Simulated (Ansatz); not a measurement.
Start of a relaxation of ZnAuS3:

```xyz
5
Lattice="4.4871 0.0000 0.0000 0.0000 4.4871 0.0000 0.0000 0.0000 4.4871" Properties=species:S:1:pos:R:3 pbc="T T T"
Zn    2.2436    2.2436    2.2436
S     2.2436    0.0000    0.0000
S     0.0000    2.2436    0.0000
S     0.0000    0.0000    2.2436
Au    0.0000    0.0000    0.0000
```

Method: DFT PBE, scalar-relativistic, plane waves, PAW (Ansatz 0.2.0). Cutoff 420 eV, Gaussian smearing, Γ-centred meshes. Cell and atoms relax first on a coarse mesh and then on a finer one. In between, the cell is made exact in the group found at 0.06 Å. In metals the finer mesh still leaves noise of several meV/atom or more. The steps can't lower the symmetry of their start. No spin polarisation.

A guess keeps its type if space group and coordination stay and the shape of the cell changes little (axis ratios within about 15 %, angles within 6°); the volume may change.

Problem. Does this structure survive the relaxation?

Solution. It keeps its type: symmetry leaves only the cell edge free. The symmetry stays Pm-3m (No. 221). The end has the cubic perovskite type. The volume per atom grows by 25.3 %, from 18.1 to 22.6 Å³. The shortest distance goes from 2.24 Å (Au–S) to 2.42 Å (Au–S). Counting neighbours within 15 % of an atom's shortest distance, the start has Au 6, S 2, Zn 12 and the end Au 6, S 2, Zn 12.

Energies over the elements count from the elements' standard structures at the same level, with no fitted energy shifts.

Problem. At what energy does it end?

Solution. +0.76 eV/atom. A positive value: parting into the elements would lower its energy.

The last run used an 8×8×8 mesh for its 5-atom cell and Gaussian smearing of 0.10 eV. Spin–orbit coupling, which can matter for Au, is left out. An odd number of electrons in the primitive cell allows no gap without spin; a larger cell or a magnetic state could open one. The cell is a metal run without spin; a magnetic state may lie lower. The reference form of S is held partly by dispersion forces, which this level lacks. Symmetry constrained the relaxation, so the result can be a saddle point.
